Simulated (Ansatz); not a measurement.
Ti$_{2}$SiB$_{2}$ in space group Cmmm (No. 65; Si on 2a, Ti on 4j, B on 4i) at seven volumes, the program Ansatz at the r²SCAN level (PAW), shape and atoms relaxed at each. One row is withheld.

| V (Å³/atom) | P (GPa) |
|---|---|
| 9.793 | 22.96 |
| 10.116 | 14.10 |
| 10.439 | ? |
| 10.761 | -0.01 |
| 11.084 | -5.59 |
| 11.407 | -10.35 |
| 11.730 | -14.42 |

### Question
Fit the shown pressures and predict the withheld one.

### Answer
Third-order Birch–Murnaghan: P = (3/2)B₀(x^(7/2) − x^(5/2))[1 + (3/4)(B′ − 4)(x − 1)] with x = (V₀/V)^(2/3). Least squares on the six rows gives V₀ = 10.761 Å³/atom, B₀ = 200.2 GPa, B′ = 4.17. At V = 10.439, x = 1.0205 and P = 6.48 GPa. The run itself gave 6.50 GPa.

The start of the workflow was typed in or built on a structure type; neither database checked (COD, Materials Project) lists it. Whether it is the stable phase at ambient conditions was not checked. Symmetry was held in the r²SCAN relaxation; whether a distortion lowers the energy is not shown. The run is not spin-polarised.

Potentials: the earlier of the program's two PAW sets. The files were generated under PBE; for other functionals the program regenerates the frozen cores, and for LDA and PBEsol the local potential too.
